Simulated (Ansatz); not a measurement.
**How far is PAW off for Sb?**

```
Sb
1.0
     2.12567    1.21218    3.72704
    -2.17553    1.23368    3.74854
    -0.00630   -2.50202    3.75642
Sb
2
Direct
  0.23364 0.23364 0.23364
  0.76636 0.76636 0.76636
```

Atoms are numbered in the order listed.

The conventional cell has a = 4.283 Å, b = 4.301 Å, c = 4.459 Å, α = 61.89°, β = 62.13°, γ = 60.43°. Around Sb (atom 1) lie 3 Sb at 2.89 to 2.91 Å.

Structure: COD 9009654, as refined from experiment and not relaxed. The listed cell was then made from it by scaling, straining or moving an atom.

Spin–orbit coupling is left out, though it moves levels of the heavy atoms by tenths of an eV or more.

Levels of theory: DFT, LDA, PAW with Ansatz's default frozen-core files, scalar-relativistic (Ansatz 0.2.0); DFT, LDA, all-electron LAPW, scalar-relativistic (Ansatz 0.2.0).

For PAW: a Γ-centred 12×12×12 k mesh, Fermi–Dirac smearing of 0.03 eV, cutoff 420 eV, no spin polarisation; the PAW files were made with PBE, and the program remakes their frozen cores for this functional. LAPW targets a basis error of 0.5 meV/atom. The Ansatz runs share mesh, smearing and spin set-up. Plane-wave (PAW) pressures include the program's estimate of the Pulay term.

Stress and pressure are positive in compression.

The change that made this cell: equal xy, yz and zx engineering shear strains of -1 %.

```tsv
quantity	PAW	LAPW
pressure (GPa)	-0.83	-0.81
stress xx (GPa)	-0.99	-0.97
stress yy (GPa)	-0.42	-0.39
stress zz (GPa)	-1.09	-1.07
stress yz (GPa)	0.60	0.60
stress xz (GPa)	0.31	0.31
stress xy (GPa)	0.11	0.11
force on Sb1, z (eV/Å)	0.070	0.071
```
